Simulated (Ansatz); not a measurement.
Here is the system:

SnS2:
```yaml
crystal:
  lattice:
    - [3.70245, 0.00000, 0.00000]
    - [-1.85122, 3.20641, 0.00000]
    - [0.00000, 0.00000, 6.98328]
  atoms:
    - { symbol: Sn, position: [0.00000, 0.00000, 0.00000] }
    - { symbol: S, position: [0.33333, 0.66667, 0.21167] }
    - { symbol: S, position: [0.66667, 0.33333, 0.78833] }
```

This is the PBE-relaxed structure. x, y and z are the axes in which the lattice vectors are written.

Problem. All from plane-wave PAW PBE (Ansatz code), unless another level is named. Estimate the formation energy from the elements (no fitted shifts).

Solution. -0.39 eV/atom.

Problem. Predict the smallest direct gap on the standard path.

Solution. 1.80 eV.

Problem. And the conduction-band minimum?

Solution. at L (3 equivalent valleys).

Problem. Next, the valence-band maximum?

Solution. off the standard path, at k = (0.000, 0.151, -0.128).

Space group P-3m1 (CdI2 type). The PBE relaxation kept the symmetry of its start. The volume lies over 15 % above that of the usual cell of this phase: another minimum, or an error of the functional. A crystal of weakly bound layers computed without a dispersion correction: the cell and the soft elastic constants depend strongly on that. The references are the lowest solids computed at this level, not always the standard phases. Spin–orbit coupling is left out wherever it is not named.

Potentials: the later of the program's two PAW sets.
